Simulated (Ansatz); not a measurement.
Geometry optimisation in Ansatz: input, command and trajectory.

```yaml
crystal:
  lattice:
    - [3.968352, 0.0, 0.0]
    - [0.0, 3.968352, 0.0]
    - [0.0, 0.0, 15.876415]
  atoms:
    - { symbol: Ba, position: [0.0, 0.0, 0.0] }
    - { symbol: Sr, position: [0.0, 0.0, 0.25092] }
    - { symbol: Sr, position: [0.0, 0.0, 0.5] }
    - { symbol: Sr, position: [0.0, 0.0, 0.74908] }
    - { symbol: Ti, position: [0.5, 0.5, 0.128175] }
    - { symbol: Ti, position: [0.5, 0.5, 0.375439] }
    - { symbol: Ti, position: [0.5, 0.5, 0.624561] }
    - { symbol: Ti, position: [0.5, 0.5, 0.871825] }
    - { symbol: O, position: [0.0, 0.5, 0.129738] }
    - { symbol: O, position: [0.0, 0.5, 0.375192] }
    - { symbol: O, position: [0.0, 0.5, 0.624808] }
    - { symbol: O, position: [0.0, 0.5, 0.870262] }
    - { symbol: O, position: [0.5, 0.5, 0.0] }
    - { symbol: O, position: [0.5, 0.5, 0.251433] }
    - { symbol: O, position: [0.5, 0.5, 0.5] }
    - { symbol: O, position: [0.5, 0.5, 0.748567] }
    - { symbol: O, position: [0.5, 0.0, 0.129738] }
    - { symbol: O, position: [0.5, 0.0, 0.375192] }
    - { symbol: O, position: [0.5, 0.0, 0.624808] }
    - { symbol: O, position: [0.5, 0.0, 0.870262] }
basis:
  ecutwfc: 420
kpoints:
  mp_grid: { grid: [8, 8, 2] }
hamiltonian:
  xc: pbesol
scf:
  occupations: { method: gaussian, width: 0.02 }
output:
  forces: true
  stress: true
  eigenvalues: true
  write_density: true
  write_potential: true
  elf: true
  volumetric_format: npy
relax:
  adjacent_minimum: "off"
  f_tol: 0.005
  max_steps: 80
  cell: { stress_tol: 0.05 }
```

```bash
ansatz run input.yaml --threads 4 --pin off --max-ram 10240MiB --backend cpu --events-out ev --progress --plain --runs-dir out
```

These are results of DFT PBEsol, scalar-relativistic, plane waves, PAW (Ansatz), not measurements.

Of 8 frames 7 are shown, positions in Å and forces in eV/Å; the SCF threshold varies from step to step. Steps run on the plane waves of an earlier cell, with a Pulay correction in the pressure. The basis is chosen afresh for the last frame, the zero of the energies, and at times for earlier ones too; energy and pressure can step there, also at an unchanged geometry. Where two frames share a geometry here, they differ by under 2 meV/atom and 0.3 GPa. The mark taken_back stands on steps that the optimiser undid.

```xyz
20
Lattice="3.9684 0.0000 0.0000 0.0000 3.9684 0.0000 0.0000 0.0000 15.8764" Properties=species:S:1:pos:R:3:forces:R:3 pbc="T T T" step=1 free_energy_over_end_meV_per_atom=12.88 pressure_GPa=-7.32
Ba    0.0000    0.0000    0.0000    0.0000    0.0000    0.0000
Sr    0.0000    0.0000    3.9837    0.0000    0.0000    0.0777
Sr    0.0000    0.0000    7.9382    0.0000    0.0000    0.0000
Sr    0.0000    0.0000   11.8927    0.0000    0.0000   -0.0777
Ti    1.9842    1.9842    2.0350    0.0000    0.0000    0.0970
Ti    1.9842    1.9842    5.9606    0.0000    0.0000    0.0587
Ti    1.9842    1.9842    9.9158    0.0000    0.0000   -0.0587
Ti    1.9842    1.9842   13.8415    0.0000    0.0000   -0.0970
O     0.0000    1.9842    2.0598    0.0000    0.0000   -0.0361
O     0.0000    1.9842    5.9567    0.0000    0.0000    0.0372
O     0.0000    1.9842    9.9197    0.0000    0.0000   -0.0372
O     0.0000    1.9842   13.8166    0.0000    0.0000    0.0361
O     1.9842    1.9842    0.0000    0.0000    0.0000    0.0000
O     1.9842    1.9842    3.9919    0.0000    0.0000   -0.0130
O     1.9842    1.9842    7.9382    0.0000    0.0000    0.0000
O     1.9842    1.9842   11.8846    0.0000    0.0000    0.0130
O     1.9842    0.0000    2.0598    0.0000    0.0000   -0.0361
O     1.9842    0.0000    5.9567    0.0000    0.0000    0.0372
O     1.9842    0.0000    9.9197    0.0000    0.0000   -0.0372
O     1.9842    0.0000   13.8166    0.0000    0.0000    0.0361
20
Lattice="3.9116 0.0000 0.0000 0.0000 3.9116 0.0000 0.0000 0.0000 15.6455" Properties=species:S:1:pos:R:3:forces:R:3 pbc="T T T" step=2 free_energy_over_end_meV_per_atom=-1.29 pressure_GPa=0.20
Ba    0.0000    0.0000    0.0000    0.0000    0.0000    0.0000
Sr    0.0000    0.0000    3.9652    0.0000    0.0000   -0.2091
Sr    0.0000    0.0000    7.8228    0.0000    0.0000    0.0000
Sr    0.0000    0.0000   11.6804    0.0000    0.0000    0.2091
Ti    1.9558    1.9558    2.0037    0.0000    0.0000   -0.0903
Ti    1.9558    1.9558    5.8784    0.0000    0.0000   -0.0021
Ti    1.9558    1.9558    9.7672    0.0000    0.0000    0.0021
Ti    1.9558    1.9558   13.6418    0.0000    0.0000    0.0903
O     0.0000    1.9558    2.0266    0.0000    0.0000    0.0541
O     0.0000    1.9558    5.8817    0.0000    0.0000    0.0091
O     0.0000    1.9558    9.7638    0.0000    0.0000   -0.0091
O     0.0000    1.9558   13.6190    0.0000    0.0000   -0.0541
O     1.9558    1.9558    0.0000    0.0000    0.0000    0.0000
O     1.9558    1.9558    3.9357    0.0000    0.0000    0.2601
O     1.9558    1.9558    7.8228    0.0000    0.0000    0.0000
O     1.9558    1.9558   11.7099    0.0000    0.0000   -0.2601
O     1.9558    0.0000    2.0266    0.0000    0.0000    0.0541
O     1.9558    0.0000    5.8817    0.0000    0.0000    0.0091
O     1.9558    0.0000    9.7638    0.0000    0.0000   -0.0091
O     1.9558    0.0000   13.6190    0.0000    0.0000   -0.0541
20
Lattice="3.9111 0.0000 0.0000 0.0000 3.9111 0.0000 0.0000 0.0000 15.6425" Properties=species:S:1:pos:R:3:forces:R:3 pbc="T T T" step=3 free_energy_over_end_meV_per_atom=-1.19 pressure_GPa=0.30 taken_back
Ba    0.0000    0.0000    0.0000    0.0000    0.0000    0.0000
Sr    0.0000    0.0000    3.9133    0.0000    0.0000    0.2625
Sr    0.0000    0.0000    7.8213    0.0000    0.0000    0.0000
Sr    0.0000    0.0000   11.7293    0.0000    0.0000   -0.2625
Ti    1.9556    1.9556    2.0055    0.0000    0.0000    0.1107
Ti    1.9556    1.9556    5.8794    0.0000    0.0000    0.1190
Ti    1.9556    1.9556    9.7631    0.0000    0.0000   -0.1190
Ti    1.9556    1.9556   13.6370    0.0000    0.0000   -0.1107
O     0.0000    1.9556    2.0291    0.0000    0.0000   -0.0216
O     0.0000    1.9556    5.8784    0.0000    0.0000   -0.0139
O     0.0000    1.9556    9.7641    0.0000    0.0000    0.0139
O     0.0000    1.9556   13.6135    0.0000    0.0000    0.0216
O     1.9556    1.9556    0.0000    0.0000    0.0000    0.0000
O     1.9556    1.9556    3.9417    0.0000    0.0000   -0.2837
O     1.9556    1.9556    7.8213    0.0000    0.0000    0.0000
O     1.9556    1.9556   11.7008    0.0000    0.0000    0.2837
O     1.9556    0.0000    2.0291    0.0000    0.0000   -0.0216
O     1.9556    0.0000    5.8784    0.0000    0.0000   -0.0139
O     1.9556    0.0000    9.7641    0.0000    0.0000    0.0139
O     1.9556    0.0000   13.6135    0.0000    0.0000    0.0216
20
Lattice="3.9124 0.0000 0.0000 0.0000 3.9124 0.0000 0.0000 0.0000 15.6507" Properties=species:S:1:pos:R:3:forces:R:3 pbc="T T T" step=4 free_energy_over_end_meV_per_atom=-1.57 pressure_GPa=0.06
Ba    0.0000    0.0000    0.0000    0.0000    0.0000    0.0000
Sr    0.0000    0.0000    3.9464    0.0000    0.0000   -0.0022
Sr    0.0000    0.0000    7.8254    0.0000    0.0000    0.0000
Sr    0.0000    0.0000   11.7043    0.0000    0.0000    0.0022
Ti    1.9562    1.9562    2.0088    0.0000    0.0000   -0.0054
Ti    1.9562    1.9562    5.8846    0.0000    0.0000    0.0046
Ti    1.9562    1.9562    9.7661    0.0000    0.0000   -0.0046
Ti    1.9562    1.9562   13.6420    0.0000    0.0000    0.0054
O     0.0000    1.9562    2.0329    0.0000    0.0000    0.0051
O     0.0000    1.9562    5.8850    0.0000    0.0000    0.0046
O     0.0000    1.9562    9.7658    0.0000    0.0000   -0.0046
O     0.0000    1.9562   13.6178    0.0000    0.0000   -0.0051
O     1.9562    1.9562    0.0000    0.0000    0.0000    0.0000
O     1.9562    1.9562    3.9434    0.0000    0.0000    0.0012
O     1.9562    1.9562    7.8254    0.0000    0.0000    0.0000
O     1.9562    1.9562   11.7073    0.0000    0.0000   -0.0012
O     1.9562    0.0000    2.0329    0.0000    0.0000    0.0051
O     1.9562    0.0000    5.8850    0.0000    0.0000    0.0046
O     1.9562    0.0000    9.7658    0.0000    0.0000   -0.0046
O     1.9562    0.0000   13.6178    0.0000    0.0000   -0.0051
20
Lattice="3.9129 0.0000 0.0000 0.0000 3.9129 0.0000 0.0000 0.0000 15.6515" Properties=species:S:1:pos:R:3:forces:R:3 pbc="T T T" step=5 free_energy_over_end_meV_per_atom=-1.56 pressure_GPa=0.00
Ba    0.0000    0.0000    0.0000    0.0000    0.0000    0.0000
Sr    0.0000    0.0000    3.9468    0.0000    0.0000    0.0003
Sr    0.0000    0.0000    7.8258    0.0000    0.0000    0.0000
Sr    0.0000    0.0000   11.7047    0.0000    0.0000   -0.0003
Ti    1.9565    1.9565    2.0092    0.0000    0.0000    0.0012
Ti    1.9565    1.9565    5.8853    0.0000    0.0000    0.0049
Ti    1.9565    1.9565    9.7662    0.0000    0.0000   -0.0049
Ti    1.9565    1.9565   13.6424    0.0000    0.0000   -0.0012
O     0.0000    1.9565    2.0339    0.0000    0.0000   -0.0007
O     0.0000    1.9565    5.8860    0.0000    0.0000    0.0013
O     0.0000    1.9565    9.7656    0.0000    0.0000   -0.0013
O     0.0000    1.9565   13.6177    0.0000    0.0000    0.0007
O     1.9565    1.9565    0.0000    0.0000    0.0000    0.0000
O     1.9565    1.9565    3.9440    0.0000    0.0000   -0.0012
O     1.9565    1.9565    7.8258    0.0000    0.0000    0.0000
O     1.9565    1.9565   11.7075    0.0000    0.0000    0.0012
O     1.9565    0.0000    2.0339    0.0000    0.0000   -0.0007
O     1.9565    0.0000    5.8860    0.0000    0.0000    0.0013
O     1.9565    0.0000    9.7656    0.0000    0.0000   -0.0013
O     1.9565    0.0000   13.6177    0.0000    0.0000    0.0007
20
Lattice="3.9129 0.0000 0.0000 0.0000 3.9129 0.0000 0.0000 0.0000 15.6515" Properties=species:S:1:pos:R:3:forces:R:3 pbc="T T T" step=6 free_energy_over_end_meV_per_atom=0.04 pressure_GPa=-0.24
Ba    0.0000    0.0000    0.0000    0.0000    0.0000    0.0000
Sr    0.0000    0.0000    3.9468    0.0000    0.0000    0.0004
Sr    0.0000    0.0000    7.8258    0.0000    0.0000    0.0000
Sr    0.0000    0.0000   11.7047    0.0000    0.0000   -0.0004
Ti    1.9565    1.9565    2.0092    0.0000    0.0000    0.0012
Ti    1.9565    1.9565    5.8853    0.0000    0.0000    0.0049
Ti    1.9565    1.9565    9.7662    0.0000    0.0000   -0.0049
Ti    1.9565    1.9565   13.6424    0.0000    0.0000   -0.0012
O     0.0000    1.9565    2.0339    0.0000    0.0000   -0.0010
O     0.0000    1.9565    5.8860    0.0000    0.0000    0.0013
O     0.0000    1.9565    9.7656    0.0000    0.0000   -0.0013
O     0.0000    1.9565   13.6177    0.0000    0.0000    0.0010
O     1.9565    1.9565    0.0000    0.0000    0.0000    0.0000
O     1.9565    1.9565    3.9440    0.0000    0.0000   -0.0012
O     1.9565    1.9565    7.8258    0.0000    0.0000    0.0000
O     1.9565    1.9565   11.7075    0.0000    0.0000    0.0012
O     1.9565    0.0000    2.0339    0.0000    0.0000   -0.0010
O     1.9565    0.0000    5.8860    0.0000    0.0000    0.0013
O     1.9565    0.0000    9.7656    0.0000    0.0000   -0.0013
O     1.9565    0.0000   13.6177    0.0000    0.0000    0.0010
20
Lattice="3.9114 0.0000 0.0000 0.0000 3.9114 0.0000 0.0000 0.0000 15.6437" Properties=species:S:1:pos:R:3:forces:R:3 pbc="T T T" step=8 free_energy_over_end_meV_per_atom=0.00 pressure_GPa=-0.01
Ba    0.0000    0.0000    0.0000    0.0000    0.0000    0.0000
Sr    0.0000    0.0000    3.9451    0.0000    0.0000   -0.0001
Sr    0.0000    0.0000    7.8219    0.0000    0.0000    0.0000
Sr    0.0000    0.0000   11.6987    0.0000    0.0000    0.0001
Ti    1.9557    1.9557    2.0081    0.0000    0.0000    0.0004
Ti    1.9557    1.9557    5.8827    0.0000    0.0000    0.0008
Ti    1.9557    1.9557    9.7610    0.0000    0.0000   -0.0008
Ti    1.9557    1.9557   13.6356    0.0000    0.0000   -0.0004
O     0.0000    1.9557    2.0328    0.0000    0.0000    0.0003
O     0.0000    1.9557    5.8834    0.0000    0.0000   -0.0001
O     0.0000    1.9557    9.7603    0.0000    0.0000    0.0001
O     0.0000    1.9557   13.6110    0.0000    0.0000   -0.0003
O     1.9557    1.9557    0.0000    0.0000    0.0000    0.0000
O     1.9557    1.9557    3.9422    0.0000    0.0000   -0.0010
O     1.9557    1.9557    7.8219    0.0000    0.0000    0.0000
O     1.9557    1.9557   11.7016    0.0000    0.0000    0.0010
O     1.9557    0.0000    2.0328    0.0000    0.0000    0.0003
O     1.9557    0.0000    5.8834    0.0000    0.0000   -0.0001
O     1.9557    0.0000    9.7603    0.0000    0.0000    0.0001
O     1.9557    0.0000   13.6110    0.0000    0.0000   -0.0003
```

The run took 3.6 min on 4 threads of Intel(R) Xeon(R) Processor @ 2.50GHz (Skylake/Cascade Lake), with other jobs on the host, peak memory 1.2 GiB.